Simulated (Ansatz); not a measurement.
Data:

Relaxed HfN (rock salt):

```
HfN
1.0
    0.00000     4.54789     4.54789
    2.27394     0.00000     2.27394
    2.27394     2.27394     0.00000
N Hf
2 2
Cartesian
  0.00000   0.00000   0.00000
  2.27394   2.27394   4.54789
  2.27394   2.27394   2.27394
  2.27394   4.54789   4.54789
```

The atoms are displaced by Q × the pattern below (from a DFPT mode at L = (0.5, 0.0, 0.0), largest move 1; Q in Å), at fixed cell. (q is in reciprocal vectors of the primitive cell; the cell shown is doubled to hold the pattern.)

```json
[
 {"atom": "Hf3", "x": "0.577", "y": "-0.577", "z": "-0.577"},
 {"atom": "Hf4", "x": "-0.577", "y": "0.577", "z": "0.577"}
]
```

Atoms not listed stay in place.

All values below come from PBE (plane waves to 420 eV, PAW, scalar-relativistic; Ansatz, a quantum-chemistry and plane-wave program). k mesh 9×18×18 (Γ-centred), Fermi-Dirac smearing 0.05 eV. E stands for the smeared free energy. With partly filled bands, energies and forces of such displacements shift with the k mesh and the smearing. HfN is run without spin polarisation. HfN was relaxed with its symmetry unable to fall. Spin-orbit coupling is left out, though Hf is heavy. ΔE is measured from the undisplaced structure.

The scan covers Q from -0.100 to 0.100 Å in 13 points.

Problem. Which space group does the distorted structure have?

Solution. R-3m (No. 166), lowered from Fm-3m.

Problem. Is this a single well or a double well?

Solution. A single well with its minimum at or next to zero displacement.

Problem. What is the energy change at Q = 0.100 Å?

Solution. 160 meV/cell.

Problem. What harmonic wavenumber does the curvature at Q = 0 give?

Solution. 146 cm⁻¹.

(For displaced atoms, the force is minus the slope of the energy, and its curvature is a force constant, which sets phonon frequencies.)
